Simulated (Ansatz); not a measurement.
## CsH: tetragonal deformation path

These are results of DFT r2SCAN, scalar-relativistic, plane waves, PAW (Ansatz), not measurements. Cutoff 500 eV, Γ-centred 8×8×8 k-points, Gaussian smearing of 0.05 eV. No spin polarisation. Energies are free energies at this smearing, counted from the undisturbed cell; pressure is positive in compression.

Reference structure (as given, not relaxed at this level; it stands at 0.0 GPa):

```xyz
2
Lattice="0.0000 3.1880 3.1880 3.1880 0.0000 3.1880 3.1880 3.1880 0.0000" Properties=species:S:1:pos:R:3 pbc="T T T"
Cs    0.0000    0.0000    0.0000
H     3.1880    3.1880    3.1880
```

At fixed volume and fractional coordinates, lengths along (0.000, 0.000, 1.000) are scaled against those across it; ρ is that ratio over its starting value.

```
    ρ  ΔE (meV/atom)
0.707          280.0
0.780          125.9
0.850           48.3
1.000            0.0
1.200           42.9
1.300           84.6
1.414          142.2
```